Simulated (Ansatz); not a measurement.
Input and command of a plane-wave DFT calculation in Ansatz:

```yaml
crystal:
  lattice:
    - [0.0, 2.176305847, 3.1780843242]
    - [1.2572472917, 0.0, 3.1780843242]
    - [1.2572472917, 2.176305847, 0.0]
  atoms:
    - { symbol: C, position: [0.1667065656, 0.8332934344, 0.1667065656] }
    - { symbol: C, position: [0.8332934344, 0.1667065656, 0.8332934344] }
basis:
  ecutwfc: 420
kpoints:
  mp_grid: { grid: [18, 18, 18] }
hamiltonian:
  xc: lda
scf:
  occupations: { method: gaussian, width: 0.03 }
output:
  forces: true
  stress: true
  eigenvalues: true
```

```bash
ansatz run input.yaml --threads 1 --pin off --max-ram 2560MiB --backend cpu --events-out ev --progress --plain --runs-dir out
```

Processor: Arm Neoverse V2, 1 thread, on a host shared with other jobs.

How long does it run, and how much memory does it take?

About 6.7 s on 1 thread of Arm Neoverse V2 (shared host), peak memory 0.39 GiB. It solves 8 bands at 865 k points (the mesh reduced by symmetry) with about 353 plane waves, in 6 SCF iterations.
